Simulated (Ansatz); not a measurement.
YHg (Pm-3m), a sublattice moved along a line

Theory: Ansatz, DFT LDA, scalar-relativistic, plane waves, PAW. The runs took a 420 eV cutoff, a Γ-centred 14×14×14 mesh and Gaussian smearing (0.15 eV). Spin–orbit coupling is left out, which can shift energies with elements as heavy as these. No spin polarisation. Energies are free energies at this smearing, counted from the undisturbed cell; pressure is positive in compression.

The starting cell (as given, not relaxed at this level; it stands at -3.5 GPa, and it needn't be the usual structure):

```
CELL_PARAMETERS angstrom
3.68200 0.00000 0.00000
0.00000 3.68200 0.00000
0.00000 0.00000 3.68200
ATOMIC_POSITIONS crystal
Y 0.50000 0.50000 0.50000
Hg 0.00000 0.00000 0.00000
```

Every Y atom is moved by x along the Cartesian unit vector (0.000, 0.000, 1.000); the cell and all other atoms stay fixed. The cell is metallic on the mesh throughout.

| x (Å) | ΔE (meV/cell) |
| --- | --- |
| -0.2000 | 37.1 |
| -0.1000 | 9.3 |
| 0.0000 | 0.0 |
| 0.0500 | 2.3 |
| 0.1500 | 20.9 |

(1) Predict the force along x on the moved atoms (eV/Å) at each point.

## Answers

(1)
```
  x (Å) force along x on the moved atoms (eV/Å)
-0.2000                                     0.37
-0.1000                                     0.19
 0.0000                                     0.00
 0.0500                                    -0.09
 0.1500                                    -0.28
```